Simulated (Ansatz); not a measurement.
Relaxed polymorphs of CdIn2O4. Method: r2SCAN (plane waves to 500 eV, PAW, scalar-relativistic; Ansatz, a first-principles code). One row is withheld; estimate it from its structure type, its coordination and the trend of the others.

```csv
structure,coordination,E − E(first row) (eV/atom),V (Å³/atom),"gap (eV, no SOC)"
"Fd-3m, cF56, spinel type","In 6 (octahedral), Cd 4 (tetrahedral), O 4 (tetrahedral)",0.000,13.91,1.57
"I-4, tI14, AFLOW prototype A2BC4_tI14_82_bc_a_g (E3, as in Al2CdS4)",–,___,___,___
"C2/m, mS14",–,0.137,16.08,1.12
"I4/mmm, tI14, AFLOW prototype AB2C4_tI14_139_a_e_ce (as in La2CuO4)",–,0.82,14.08,0.00
"R-3m, hR7",–,0.60,14.50,0.00
```

### Question
What belongs in the gaps?

### Answer

- I-4, tI14, AFLOW prototype A2BC4_tI14_82_bc_a_g (E3, as in Al2CdS4), E − E(first row) (eV/atom): 0.297
- I-4, tI14, AFLOW prototype A2BC4_tI14_82_bc_a_g (E3, as in Al2CdS4), V (Å³/atom): 17.88
- I-4, tI14, AFLOW prototype A2BC4_tI14_82_bc_a_g (E3, as in Al2CdS4), gap (eV, no SOC): 1.31

The withheld cell: I-4 (No. 82), tI14, AFLOW prototype A2BC4_tI14_82_bc_a_g (E3, as in Al2CdS4); a = b = 5.063 Å, c = 9.764 Å, α = β = γ = 90.00°; In 2b (0.000, 0.000, 0.500); In 2d (0.500, 0.000, 0.250); Cd 2a (0.000, 0.000, 0.000); O 8g (0.269, 0.209, 0.385). Coordination numbers (neighbours up to the widest gap in distance over summed covalent radii, below 1.35; n+m marks a second, longer set; metal–metal contacts left out).

Probably no minimum, since a slightly shaken restart fell lower: I-4, tI14, AFLOW prototype A2BC4_tI14_82_bc_a_g (E3, as in Al2CdS4) (by 0.20 eV/atom, to Imm2); R-3m, hR7 (by 0.50 eV/atom, to Imm2). 1 run with a doubtful electronic state, a coarser numerical grid, an end not at rest or a source that can't be used is left out. Each run could gain symmetry but not lose that of its start, so entries can be saddle points. From databases, or of a type measured for this composition: Fd-3m, cF56, spinel type; the others are generated cells (placed on structure types, drawn at random, substituted or restacked) that were not matched to a known phase here. Static energies at zero pressure. The runs use different k-meshes, so differences are rounded accordingly. No spin polarisation in the result. Gaps of cells over 8 atoms come from the SCF mesh and high-symmetry points alone.
